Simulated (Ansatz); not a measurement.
Values for one crystal, relaxed and computed with r²SCAN (plane waves, PAW; program Ansatz); other levels are named.

```yaml
volume_per_atom: 15.45 Å³
electronic_character: metallic (no gap)
Formation energy from the elements (no fitted shifts): -1.06 eV/atom
Density of states at the Fermi level: 0.39 states/eV per atom (mean over ±0.08 eV)
```

### Question
Which of these materials gives this?
A. La11Ni4Ge6, C2/m (Pearson symbol mS42)
B. CaGe2Pd2, I4/mmm (Ca on 2a, Ge on 4e, Pd on 4d)
C. LaI, NiAs type
D. LaNi2P2, I4/mmm (P on 4e, La on 2a, Ni on 4d)

### Answer
D, LaNi2P2, I4/mmm (P on 4e, La on 2a, Ni on 4d)

The workflow started from an entry of the Crystallography Open Database (COD). Its standing as an ambient phase is unchecked. The cell was relaxed with r²SCAN under the symmetry of its start; whether a distortion lowers the energy is not shown. The workflow began spin-polarised and lost its moments. The references are the lowest solids computed at this level, not always the standard phases. Spin–orbit coupling is left out wherever it is not named.

Potentials: the later of the program's two PAW sets.
